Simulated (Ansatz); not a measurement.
TiO2:
```cif
data_O8Ti4
_chemical_formula_sum 'Ti4 O8'
_space_group_name_H-M_alt 'P 1'
_space_group_IT_number 1
_cell_length_a 4.80400
_cell_length_b 4.86615
_cell_length_c 5.04069
_cell_angle_alpha 90.000
_cell_angle_beta 99.878
_cell_angle_gamma 90.000
loop_
_space_group_symop_operation_xyz
  'x, y, z'
loop_
_atom_site_label
_atom_site_type_symbol
_atom_site_fract_x
_atom_site_fract_y
_atom_site_fract_z
_atom_site_occupancy
Ti1 Ti 0.27700 0.44551 0.71454 1
Ti2 Ti 0.72300 0.55449 0.28546 1
Ti3 Ti 0.72300 0.94551 0.78546 1
Ti4 Ti 0.27700 0.05449 0.21454 1
O1 O 0.44630 0.74202 0.96336 1
O2 O 0.55370 0.25798 0.03664 1
O3 O 0.55370 0.24202 0.53664 1
O4 O 0.44630 0.75798 0.46336 1
O5 O 0.06351 0.32232 0.35224 1
O6 O 0.93649 0.67768 0.64776 1
O7 O 0.93649 0.82232 0.14776 1
O8 O 0.06351 0.17768 0.85224 1
```

Relaxed with r²SCAN. DFT-r²SCAN in the program Ansatz with PAW potentials gives a gap of 2.70 eV.

Task: What gap does HSE06 give on the same cell (Ansatz, PAW)?

Result: 3.84 eV, 1.14 eV more. The hybrid was solved on a coarser mesh and at special points; its gap is the smallest among all of these.

Cost on shared cores: the r²SCAN run (SCF on a 6×6×6 mesh, then bands and DOS) very roughly 6 core-minutes, the HSE06 run (SCF on 4×4×4, then a few points) about 6 core-minutes (a rough figure); the tasks are unlike.

Space group P2_1/c. The first step of the workflow began from a Materials Project structure, measured or hypothetical; the Crystallography Open Database files this formula in space group No. 14, but the cells were not matched. It is not the phase usual at ambient conditions (space group No. 61, 136, 141). The cell was relaxed with r²SCAN under the symmetry of its start; whether a distortion lowers the energy is not shown. No spin polarisation was allowed.

Potentials: the later of the program's two PAW sets.
